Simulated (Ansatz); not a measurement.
Relaxation of a relaxed Si cell, doubled along one cell vector, shaken by Gaussian noise of σ = 0.08 Å a coordinate; 4 atoms in the cell, which starts as P1 (No. 1), aP4; a = b = 3.868 Å, c = 6.699 Å, α = β = 73.22°, γ = 60.00°. These are PBE (plane waves to 420 eV, PAW, scalar-relativistic; Ansatz, a program for electronic structure) values and carry that method's errors. Γ-centred k-mesh 7×7×4 on the run's cell (coarser than for final values), Fermi–Dirac smearing 0.05 eV. This is the first round of the run. 

The optimiser's lines from the output (shortened; P is positive under compression):

```
relax step   1: F+E_penalty+E_count = -2542.90013803 eV  Δ(F+E_penalty+E_count) = +0.000e0 eV  max|allowed force component| = 1.812e0 eV/Å  Δτ_max = 0.0000 Å  P = +0.987 GPa  Ω = 81.829 Å³  (8 SCF iters, dr2 threshold 1.00e-7 eV, accepted)
relax step   2: F+E_penalty+E_count = -2543.20811394 eV  Δ(F+E_penalty+E_count) = -3.080e-1 eV  max|allowed force component| = 4.204e-1 eV/Å  Δτ_max = 0.1035 Å  P = +0.772 GPa  Ω = 81.198 Å³  (7 SCF iters, dr2 threshold 4.00e-7 eV, accepted)
relax step   3: F+E_penalty+E_count = -2543.23541258 eV  Δ(F+E_penalty+E_count) = -2.730e-2 eV  max|allowed force component| = 5.976e-2 eV/Å  Δτ_max = 0.0299 Å  P = +0.119 GPa  Ω = 81.719 Å³  (6 SCF iters, dr2 threshold 4.00e-7 eV, accepted)
relax step   4: F+E_penalty+E_count = -2543.23651964 eV  Δ(F+E_penalty+E_count) = -1.107e-3 eV  max|allowed force component| = 1.242e-3 eV/Å  Δτ_max = 0.0132 Å  P = +0.005 GPa  Ω = 81.825 Å³  (5 SCF iters, dr2 threshold 4.00e-7 eV, accepted)
relax step   5: F+E_penalty+E_count = -2543.23651984 eV  Δ(F+E_penalty+E_count) = -2.015e-7 eV  max|allowed force component| = 1.369e-3 eV/Å  Δτ_max = 0.0000 Å  P = +0.005 GPa  Ω = 81.825 Å³  stress off target by 1.18e-2 GPa  SCF on the basis re-selected at this cell (its energy is not comparable with the rows above)  (6 SCF iters)
```

From the first to the last row the energy changes by -0.08 eV/atom and the volume by 0.0 %. The last row is marked as not comparable with the walk above it, whose basis was carried along; it does compare with step 1, since both stand on a basis selected at the nominal cutoff for their own cell.

Later rounds, restarted from the end of this one on a renewed k-mesh, logged 2 more steps and released under 0.01 eV/atom more. The final structure after all rounds: Fd-3m, origin choice 1 (No. 227), cF8, diamond type; a = b = c = 5.470 Å, α = β = γ = 90.00°. No spin polarisation in the result.
